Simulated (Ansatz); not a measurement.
Sr3TlF8: relaxation (Ansatz)

Input:

```yaml
crystal:
  lattice:
    - [0.0, 5.851815, 0.0]
    - [5.851815, 0.0, 0.0]
    - [2.925908, 2.925908, -5.833103]
  atoms:
    - { symbol: Tl, position: [0.0, 0.0, 0.0] }
    - { symbol: Sr, position: [0.25, 0.75, 0.5] }
    - { symbol: Sr, position: [0.75, 0.25, 0.5] }
    - { symbol: Sr, position: [0.5, 0.5, 0.0] }
    - { symbol: F, position: [0.35021, 0.35021, 0.76618] }
    - { symbol: F, position: [0.35021, 0.88361, 0.76618] }
    - { symbol: F, position: [0.88361, 0.88361, 0.76618] }
    - { symbol: F, position: [0.88361, 0.35021, 0.76618] }
    - { symbol: F, position: [0.64979, 0.11639, 0.23382] }
    - { symbol: F, position: [0.64979, 0.64979, 0.23382] }
    - { symbol: F, position: [0.11639, 0.64979, 0.23382] }
    - { symbol: F, position: [0.11639, 0.11639, 0.23382] }
  symmetry: { tolerance: 0.0003 }
kpoints:
  mp_grid: { grid: [5, 5, 5], shift: [0, 0, 0] }
magnetization:
  spin_polarized: false
scf:
  occupations: { method: fermi_dirac }
  lower_state_search: "off"
hamiltonian:
  pseudopotentials: { kind: paw }
  xc: r2scan
basis:
  ecutwfc: 500
  fft_grid_basis: typed
relax:
  max_steps: 40
  f_tol: 0.03
output:
  forces: true
  stress: true
  eigenvalues: true
  bader: true
  populations: true
  elf: true
  write_potential: true
  volumetric_format: npy
  dos:
    e_range: [-12, 8]
    de: 0.05
    projected: { site_lists: { F: [F], Sr: [Sr], Tl: [Tl] } }
checkpoint:
  read: saved_state
```

Launch command:

```bash
ansatz run input.yaml --threads 2 --pin off --max-ram 3584MiB --backend cpu --events-out ev --progress --plain --runs-dir out
```

Origin of the cell: a known structure type with other elements, at an estimated volume, so it need not be a known compound.

The smearing width isn't typed, so it takes its default of 0.1 eV.

The saved state is a converged single point of the same cell.

Steps:

```csv
step,ΔF (meV/atom),max force component (eV/Å),SCF iterations,step was
1,0.0,0.888,7,accepted
2,-81.9,0.134,8,accepted
3,-82.8,0.001,7,accepted
4,-82.8,0.001,2,accepted
```

Before:

Space group I4/mmm (No. 139); the run's cell has a = 5.852 Å, b = 5.852 Å, c = 7.152 Å, α = 65.85°, β = 65.85°, γ = 90.00°. Shortest distances: F–Tl 2.36 Å, F–Sr 2.59 Å, F–F 2.73 Å.

The relaxed structure.

Space group I4/mmm (No. 139); the run's cell has a = 5.852 Å, b = 5.852 Å, c = 7.152 Å, α = 65.85°, β = 65.85°, γ = 90.00°. Shortest distances: F–Sr 2.53 Å, F–Tl 2.54 Å, F–F 2.91 Å.

```yaml
crystal:
  lattice:
    - [0.00000, 5.85181, 0.00000]
    - [5.85181, 0.00000, 0.00000]
    - [2.92591, 2.92591, -5.83310]
  atoms:
    - { symbol: Tl, position: [0.00000, 0.00000, 0.00000] }
    - { symbol: Sr, position: [0.25000, 0.75000, 0.50000] }
    - { symbol: Sr, position: [0.75000, 0.25000, 0.50000] }
    - { symbol: Sr, position: [0.50000, 0.50000, 0.00000] }
    - { symbol: F, position: [0.37653, 0.37653, 0.74906] }
    - { symbol: F, position: [0.37653, 0.87441, 0.74906] }
    - { symbol: F, position: [0.87441, 0.87441, 0.74906] }
    - { symbol: F, position: [0.87441, 0.37653, 0.74906] }
    - { symbol: F, position: [0.62347, 0.12559, 0.25094] }
    - { symbol: F, position: [0.62347, 0.62347, 0.25094] }
    - { symbol: F, position: [0.12559, 0.62347, 0.25094] }
    - { symbol: F, position: [0.12559, 0.12559, 0.25094] }
```

```
Free energy lowered by  : 82.8 meV/atom
Final pressure          : -1.99 GPa
Relaxation steps listed : 4
```

Caveats: no moments, though an odd count or open d shells may carry them; no spin-orbit coupling, though heavy elements are present; the SCF threshold is looser than advised for a stress; the relaxation held the start's symmetry, so the end may be a saddle point.

Time: 91 s on 2 threads of Arm Neoverse V2, on a shared host, peak memory 1.1 GiB, from a saved density.
